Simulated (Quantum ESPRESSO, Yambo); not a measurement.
Quasiparticle gap of Mg₂ZnP₂

```xyz
5
Lattice="4.0141 0.0000 0.0000 -2.0070 3.4763 0.0000 0.0000 0.0000 6.5439" Properties=species:S:1:pos:R:3 pbc="T T T"
Mg     2.0070     1.1588     4.1498
Mg     0.0000     2.3175     6.5064
P      0.0000     0.0000     5.0173
P      2.0070     1.1588     1.5931
Zn     0.0000     0.0000     2.3651
```

The geometry is that of Materials Project entry mp-1222129, symmetrised and not relaxed again.

Starting point: PBEsol (pw.x of Quantum ESPRESSO, ONCV potentials, scalar-relativistic). G0W0 in Yambo: 3×3×2 Γ-centred k mesh, bands 13 to 176 and a 8 Ry block in the screening, 176 bands in G with the Bruneval-Gonze terminator, plasmon pole fitted at 27.2 eV.

```
Quantity                                                                                            Value
------------------------------------------------------------------------------------------------  -------
PBEsol gap along the band path                                                                    0.99 eV
PBEsol gap between the mesh's edge points (Γ → K)                                                 1.17 eV
G0W0 gap between the same points                                                                  1.90 eV
PBEsol smallest direct gap on the mesh (at Γ)                                                     1.29 eV
G0W0 direct gap at that point                                                                     2.08 eV
estimate of the fundamental G0W0 gap (path gap plus the correction; the mesh misses a band edge)  1.72 eV
```

| k point | band | E PBEsol (eV) | E QP (eV) | shift (eV) | Z |
|---|---|---|---|---|---|
| Γ | VB | 0.00 | -0.54 | -0.54 | 0.77 |
| Γ | CB | 1.29 | 1.55 | 0.26 | 0.78 |
| A | VB | -0.39 | -1.00 | -0.61 | 0.77 |
| A | CB | 1.97 | 2.26 | 0.29 | 0.78 |
| K | VB | -2.43 | -3.00 | -0.57 | 0.76 |
| K | CB | 1.17 | 1.37 | 0.20 | 0.80 |
| H | VB | -1.13 | -1.72 | -0.59 | 0.77 |
| H | CB | 1.90 | 2.13 | 0.23 | 0.79 |

Energies count from the PBEsol valence-band maximum.

Nearest settings tried, and what they do to the gap: 114 bands in G: -4 meV; 114 bands in W, 114 bands in G: -25 meV; 7 Ry block (209 vectors against 251): -26 meV; 3×3×1 mesh: -85 meV. So the settings aren't converged at that level. The k mesh is coarse.

The structure is a Materials Project entry; no match was found in the copy of COD used, and its stability was not checked.
